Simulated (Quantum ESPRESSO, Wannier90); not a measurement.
## HfPbO$_{3}$ (cubic perovskite): Wannier90 run

```xyz
5
Lattice="4.1555 0.0000 0.0000 0.0000 4.1555 0.0000 0.0000 0.0000 4.1555" Properties=species:S:1:pos:R:3 pbc="T T T"
Hf     2.0777     2.0777     2.0777
Pb     0.0000     0.0000     0.0000
O      0.0000     2.0777     2.0777
O      2.0777     0.0000     2.0777
O      2.0777     2.0777     0.0000
```

Cell from Materials Project (mp-22535), symmetrised, no further relaxation. Not found in the COD (Crystallography Open Database) copy used, which has the formula in other groups; not checked further. Level: PBEsol, no spin polarisation, no spin-orbit coupling; pw.x of Quantum ESPRESSO at 68 Ry with PseudoDojo potentials, 6×6×6 k-points, Wannier90. Density: 8×8×8 mesh, cold smearing 0.01 Ry. Spin-orbit coupling is left out although heavy elements are present.

Bands 14-22 form an isolated set from -4.54 to 0.00 eV relative to the valence-band maximum (on the path) and are turned into 9 Wannier functions by minimising the spread from the start: atomic waves O 2p.

**Question.** Where do the functions sit, how wide are they and what are they made of?

**Answer.** 
```csv
functions,spread (Å²),"nearest atom, distance (Å)","second atom, distance (Å)",weight on atomic waves
6,2.14,O 0.00,Hf 2.08,"O 2p 79 %, Hf 5d 8 %, Pb 6p 7 %"
3,1.21,O 0.00,Hf 2.08,"O 2p 81 %, Hf 5d 11 %"
```

Ω_I = 15.88 Å², Ω_total = 16.44 Å²; the interpolated bands follow pw.x to 4.0 meV rms on the path. Only this start was tried; a symmetric start can stop on a saddle, and mixtures of these functions could lower the total by at most Ω_total − Ω_I.
